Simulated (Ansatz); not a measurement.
# BaH4: a bulk modulus from differences

It was reached by relaxing an invented guess, and it needn't be the stable form of this composition.

All numbers below come from DFT PBE, scalar-relativistic, plane waves, PAW (Ansatz 0.2.0). Cutoff 420 eV, Γ-centred 6×6×6 mesh (5-atom cell), Gaussian smearing of 0.02 eV, no spin polarisation.

```cif
data_structure
_symmetry_space_group_name_H-M 'R-3m:H'
_symmetry_Int_Tables_number 166
_cell_length_a 4.5816
_cell_length_b 4.5816
_cell_length_c 10.6088
_cell_angle_alpha 90.000
_cell_angle_beta 90.000
_cell_angle_gamma 120.000
_cell_volume 192.86
loop_
_atom_site_label
_atom_site_type_symbol
_atom_site_symmetry_multiplicity
_atom_site_Wyckoff_symbol
_atom_site_fract_x
_atom_site_fract_y
_atom_site_fract_z
_atom_site_occupancy
Ba1 Ba 3 a 0.00000 0.00000 0.00000 1
H1 H 6 c 0.33333 0.66667 0.40753 1
H2 H 6 c 0.33333 0.66667 0.13036 1
```

The cell was set to several volumes, with shape and atoms relaxed at each where symmetry leaves them free. Pressure is positive in compression, and energies count from the lowest row.

| row | V (Å³/atom) | P (GPa) | ΔE (meV/atom) | gap on mesh (eV) |
| --- | --- | --- | --- | --- |
| 1 | 11.314 | 4.56 | 19.7 | 2.68 |
| 2 | 11.700 | 3.14 | 10.5 | 2.67 |
| 3 | 12.086 | ? | ? | ? |
| 4 | 12.471 | 0.90 | 1.0 | 2.65 |
| 5 | 12.857 | -0.01 | 0.0 | 2.65 |
| 6 | 13.243 | -0.80 | 1.0 | 2.65 |
| 7 | 13.629 | -1.47 | 3.7 | 2.65 |
| 8 | 14.143 | -2.23 | 9.7 | 2.65 |

Task: Find B = −V·ΔP/ΔV from rows 4 and 6 and from rows 1 and 2, and from the two its slope B′ and its value B0 at zero pressure.

Result: Rows 4 and 6 give −(12.471 + 13.243)/2 × (-0.80 − (0.90))/(13.243 − 12.471) = 28.3 GPa at a mean pressure of 0.05 GPa. Rows 1 and 2 give −(11.314 + 11.700)/2 × (3.14 − (4.56))/(11.700 − 11.314) = 42.3 GPa at a mean pressure of 3.85 GPa. So B′ = (42.3 − 28.3)/(3.85 − (0.05)) = 3.68 and B0 = 28.3 − 3.68 × (0.05) = 28.1 GPa. A third-order Birch–Murnaghan fit to all the energies gives B0 = 28.0 GPa and B′ = 3.8.

Task: Estimate the pressure and energy of row 3.

Result: From row 5, V0 = 12.857 × (1 + (-0.01)/28.1) = 12.852 Å³/atom. Murnaghan's form P = (B0/B′)·[(V0/V)^B′ − 1] gives (28.1/3.68) × [(12.852/12.086)^3.68 − 1] = 1.94 GPa; the computed pressure is 1.94 GPa, so the estimate is off by 0.00 GPa. The work of compression from row 4, with the mean of the two pressures, gives ΔE = 1.0 + (1.94 + 0.90)/2 × (12.471 − 12.086)/160.2 × 1000 = 4.4 meV/atom (1 eV/Å³ = 160.2 GPa); the computed value is 4.4 meV/atom.

Task: Fit the gap against pressure through the other rows and estimate it at the computed pressure of row 3.

Result: Over the 7 rows the mean pressure is 0.5843 GPa and the mean gap is 2.657 eV. The sums of products of deviations are S_xx = 36.85 and S_xy = 0.1704, so the slope is 0.1704/36.85 = 0.004624 (r = 0.91, rms misfit 0.00 eV). At 1.94 GPa the line gives 2.657 + (0.004624) × (1.94 − 0.5843) = 2.66 eV. The computed value is 2.66 eV, so the line is off by 0.00 eV, no more than the largest miss among the fitted rows (0.01 eV). The rows follow a line poorly: the gap bends, or the lowest transition changes along the series.

Kohn–Sham gaps at this level usually fall short of measured ones. All volumes keep the k mesh of the relaxed cell. This cell was reached by moving the atoms of another relaxed cell at random and relaxing again, last within the group found; it had no such test of its own.
